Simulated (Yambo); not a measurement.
## Bethe-Salpeter results for MgPdF₆

```xyz
8
Lattice="2.4656 1.4235 4.5100 -2.4656 1.4235 4.5100 0.0000 -2.8471 4.5100" Properties=species:S:1:pos:R:3 pbc="T T T"
F      0.7119     1.4598     7.9069
F     -0.7119    -1.4598     5.6230
F     -1.6201    -0.1134     7.9069
F      1.6201     0.1134     5.6230
F      0.9082    -1.3464     7.9069
F     -0.9082     1.3464     5.6230
Mg     0.0000     0.0000     6.7650
Pd     0.0000     0.0000     0.0000
```

The geometry is that of Materials Project entry mp-7921, symmetrised and not relaxed again.

BSE in Yambo on norm-conserving PBEsol (Quantum ESPRESSO, 84 Ry, scalar-relativistic) bands: 4×4×4 mesh, 21 valence and 3 conduction bands, static screening with 69 bands and a 3 Ry block, scissor 3.19 eV, Tamm-Dancoff; field along x.

| state | energy (eV) | states within 2 meV | relative strength | class | main transitions |
|---|---|---|---|---|---|
| 1 | 1.68 | 2 | < 0.01 | dark | several band pairs |
| 2 | 1.78 | 1 | < 0.01 | dark | several band pairs |
| 3 | 2.47 | 1 | < 0.01 | dark | several band pairs |
| 4 | 2.51 | 2 | < 0.01 | dark | several band pairs |
| 5 | 3.74 | 1 | < 0.01 | dark | several band pairs |
| 6 | 3.81 | 2 | < 0.01 | dark | several band pairs |

These are vertical excitations (zero momentum). The direct quasiparticle gap on this mesh is 5.08 eV; counted from there, state 1 is bound by 3.40 eV. Convergence with the mesh was not shown.

Spin singlets only. Strengths are relative to the strongest of the lowest states of this run; strong means a line over 3 % of the spectrum's maximum, dark under 0.03 %. Absolute energies carry the error of the G0W0 scissor, whose convergence isn't established; the long-wavelength screening was taken along (1,1,1) although the crystal is anisotropic.

Spin-orbit splittings are left out.
